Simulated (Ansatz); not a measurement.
**ZnNi, first-principles data**

ZnNi:
```yaml
crystal:
  lattice:
    - [2.84175, 0.00000, 0.00000]
    - [0.00000, 2.84175, 0.00000]
    - [0.00000, 0.00000, 2.84175]
  atoms:
    - { symbol: Zn, position: [0.50000, 0.50000, 0.50000] }
    - { symbol: Ni, position: [0.00000, 0.00000, 0.00000] }
```

Space group Pm-3m (No. 221), CsCl type; conventional cell a = b = c = 2.8417 Å, α = β = γ = 90.00°.

Method: DFT-PBEsol in the program Ansatz with PAW potentials. Structure relaxed to zero pressure with the same functional. Other levels are named where they apply.

### Cell and energy

* **Volume per atom**: 11.47 Å³
* **Density**: 8.98 g/cm³
* **Formation energy from the elements (no fitted shifts)**: -0.26 eV/atom

### Electronic structure

* **Electronic character**: metallic (no gap)
* **Density of states at the Fermi level**: 0.65 states/eV per atom (mean over ±0.08 eV)

### Mechanics

- Bulk modulus (Birch–Murnaghan fit) = 1720 kbar
- Pressure derivative B′ = 4.8
- Elastic constants (relaxed ions, GPa) = C11 = 158, C12 = 179, C44 = 124
- Mechanical stability = unstable (C has a negative eigenvalue)

### Phonons

- Highest zone-centre frequency: 252 cm^-1
- Zone-centre stability: no imaginary mode at Γ

The first step of the workflow began from a Materials Project structure, measured or hypothetical; the Crystallography Open Database files this formula in space group No. 221, but the cells were not matched. Whether it is the stable phase at ambient conditions was not checked. Symmetry was held in the PBEsol relaxation. The run is not spin-polarised. As this level gives no gap, shear constants depend on the k-mesh and smearing (Fermi–Dirac, 0.1 eV here). As this level gives no gap, phonon frequencies hold no LO–TO term and depend on the k-mesh and smearing (Fermi–Dirac, 0.1 eV here). The references are the lowest solids computed at this level, not always the standard phases.

Potentials: the later of the program's two PAW sets.
